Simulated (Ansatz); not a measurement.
Ag:
```
CELL_PARAMETERS angstrom
      5.22647     0.00000     0.00000
      0.00000     5.22647     0.00000
      0.00000     0.00000     5.22647
ATOMIC_POSITIONS crystal
  Ag 0.00000 0.00000 0.00000
  Ag 0.50000 0.50000 0.50000
  Ag 0.25000 0.00000 0.50000
  Ag 0.75000 0.00000 0.50000
  Ag 0.50000 0.25000 0.00000
  Ag 0.50000 0.75000 0.00000
  Ag 0.00000 0.50000 0.25000
  Ag 0.00000 0.50000 0.75000
```

Relaxed with r²SCAN. Special points in fractions of this cell's reciprocal vectors: Γ (0.000, 0.000, 0.000); X (0.000, 0.500, 0.000); M (0.500, 0.500, 0.000); R (0.500, 0.500, 0.500).

**Question.** List the band energies nearest the Fermi level at these points for the program Ansatz at the r²SCAN level (PAW).

**Answer.** In eV from the Fermi level; about four levels below and three above (degenerate sets whole), none deeper than 8.9 eV; points with the same levels are listed once.

| k | below | above |
|---|---|---|
| Γ | -3.35 -3.35 -3.35 -0.10 -0.10 -0.10 | 0.98 0.98 1.08 |
| X | -3.36 -3.36 -2.98 -2.98 | 1.02 1.02 1.13 1.13 |
| M | -2.95 -2.89 -2.70 -2.70 | 1.48 2.82 2.82 |
| R | -1.45 -1.45 -1.45 -1.45 -1.45 -1.45 -1.19 -1.19 | 10.63 10.63 10.63 10.63 10.63 10.63 |

Space group Pm-3n (A15 (β-W type)). The start of the workflow was typed in or built on a structure type; neither database checked (COD, Materials Project) lists it. It is not the phase usual at ambient conditions (space group No. 225). The r²SCAN relaxation kept the symmetry of its start. At this level the phase is mechanically unstable. The run is not spin-polarised. Scalar-relativistic: spin–orbit coupling is off unless named, which matters more the heavier the elements.

Potentials: the earlier of the program's two PAW sets.
